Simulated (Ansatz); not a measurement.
Relaxed-ion elastic tensor of Rh (fcc (Cu type), Fm-3m) in GPa (Voigt order), DFT-LDA in the program Ansatz with PAW potentials; density 12.92 g/cm³, 13.23 Å³ per atom.

```
     1    2    3    4    5    6
-  ---  ---  ---  ---  ---  ---
1  499  226  226  0.0  0.0  0.0
2  226  499  226  0.0  0.0  0.0
3  226  226  499  0.0  0.0  0.0
4  0.0  0.0  0.0  221  0.0  0.0
5  0.0  0.0  0.0  0.0  221  0.0
6  0.0  0.0  0.0  0.0  0.0  221
```

Task: Is the crystal mechanically stable?

Result: Yes: the smallest eigenvalue of C is 221 GPa.

Task: Work out the Voigt, Reuss and Hill averages.

Result: K_V = 317, K_R = 317, K_H = 317; G_V = 187, G_R = 177, G_H = 182 GPa.

Task: Give Young's modulus, Poisson's ratio, Pugh's ratio and the universal anisotropy index.

Result: E = 9KG/(3K + G) = 459 GPa; ν = 0.26; K/G = 1.74 (near the Pugh limit of 1.75, no verdict); A_U = 5G_V/G_R + K_V/K_R − 6 = 0.28.

Task: Estimate the sound speeds and the Debye temperature.

Result: v_l = √((K + 4G/3)/ρ) = 6580 m/s, v_t = √(G/ρ) = 3750 m/s, mean 4170 m/s; Θ = (h/k)(3n/4πV)^(1/3) v_m = 525 K.

Task: Give the Zener ratio and Young's modulus along [100], [110] and [111].

Result: A = 2C44/(C11 − C12) = 1.62; 1/E = S11 − 2(S11 − S12 − S44/2)Γ with Γ = 0, 1/4, 1/3 gives 358, 478, 538 GPa.

Symmetry was held in the LDA relaxation. No spin polarisation was allowed. As this level gives no gap, shear constants depend on the k-mesh and smearing (Fermi–Dirac, 0.1 eV here). On the denser mesh and wider smearing of the elastic run this cell carries a stress of 0.4 GPa.

Potentials: the earlier of the program's two PAW sets.
